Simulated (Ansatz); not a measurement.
# Is this Hf₂ZrS₆ structure a true minimum?

The cell was found from a structure generator's guess, not taken from experiment.

The calculation used DFT PBE, scalar-relativistic, plane waves, PAW in Ansatz 0.2.0. Cutoff 420 eV; k points 6×6×6 on the computed 9-atom cell (Γ-centred); Gaussian smearing, width 0.02 eV; no spin polarisation.

The cell below (9 atoms, space group R-3 (No. 148)) is relaxed within its symmetry.

```
Zr Hf S
1.0
     3.17214    1.83143    6.82470
    -3.17214    1.83143    6.82470
     0.00000   -3.66287    6.82470
Zr Hf S
1 2 6
Direct
  0.50000 0.50000 0.50000
  0.83333 0.83333 0.83333
  0.16667 0.16667 0.16667
  0.42932 0.09365 0.76499
  0.09365 0.76499 0.42932
  0.76499 0.42932 0.09365
  0.23501 0.57068 0.90635
  0.90635 0.23501 0.57068
  0.57068 0.90635 0.23501
```

For the test it was strained at random (σ = 1.5 % a component), the atoms were moved at random (σ = 0.10 Å), and all was relaxed again on a coarse 4×4×4 mesh (in the run’s order of axes) with 0.10 eV smearing, with no symmetry imposed.

No dispersion correction is applied, so the spacing and binding between layers, chains or molecules are poorly described. These runs have no spin–orbit coupling, which can matter for Hf.

**Question.** Does it come back?

**Answer.** It returns, within 1 meV/atom of the unmoved cell on that mesh and with the same symmetry when read at 0.1 Å (P1 at 0.01 Å, so small strains and shifts remain). No instability shows in this cell; modes of other wave vectors, which need another repeat, aren't tested.
